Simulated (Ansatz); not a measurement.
BN:
```
BN
1.0
    2.54948     0.00000     0.00000
   -1.27474     2.20791     0.00000
    0.00000     0.00000    12.54350
B N
6 6
Direct
  0.00000   0.00000   0.00007
  0.00000   0.00000   0.50007
  0.66667   0.33333   0.83267
  0.33333   0.66667   0.33267
  0.66667   0.33333   0.16656
  0.33333   0.66667   0.66656
  0.00000   0.00000   0.87440
  0.00000   0.00000   0.37440
  0.66667   0.33333   0.70808
  0.33333   0.66667   0.20808
  0.66667   0.33333   0.04192
  0.33333   0.66667   0.54192
```

Relaxed with r²SCAN.

Problem. Give the optical modes at the zone centre with their infrared and Raman activity from DFPT, the program Ansatz at the r²SCAN level (PAW).

Solution. Transverse frequencies, without the LO–TO term; a row sums one degenerate level.

```
ω (cm⁻¹)  degeneracy  IR ((D/Å)²/amu)  Raman (Å⁴/amu)  activity  symmetry
--------  ----------  ---------------  --------------  --------  --------
252                2             0.00               0    silent        E2
258                2             0.00            0.17     Raman        E2
429                2             0.01               0    silent        E1
435                2             0.01               0    silent        E1
443                1             0.00               0    silent        B1
447                1             0.00               0    silent        B1
494                2             0.00               0    silent        E2
798                1             0.00               0    silent        A1
804                1             0.09            0.25  IR+Raman        A1
969                2             0.00             7.1     Raman        E2
977                1             0.00               0    silent        B1
980                2             0.77            0.45  IR+Raman        E1
1001               2             0.29            0.37  IR+Raman        E1
1026               2             0.00              34     Raman        E2
1033               2             0.00             2.3     Raman        E2
1037               1            89.85              48  IR+Raman        A1
1049               2           173.44              24  IR+Raman        E1
1153               1             0.00               0    silent        B1
1221               1             0.16            0.20  IR+Raman        A1
1227               1             0.01           0.068     Raman        A1
1275               1             0.00               0    silent        B1
1286               1             0.00               0    silent        B1
```

Problem. How high does the top mode go among those that the LO–TO term moves?

Solution. 1301 cm⁻¹ for q along x, 1301 cm⁻¹ for q along y, 1296 cm⁻¹ for q along z.

Space group P6_3mc. A made-up cell: these elements were put on the sites of a structure type. Its sites differ from those of the usual phase in this space group: another stacking or structure type. The cell was relaxed with r²SCAN under the symmetry of its start; whether a distortion lowers the energy is not shown.

Potentials: the later of the program's two PAW sets.
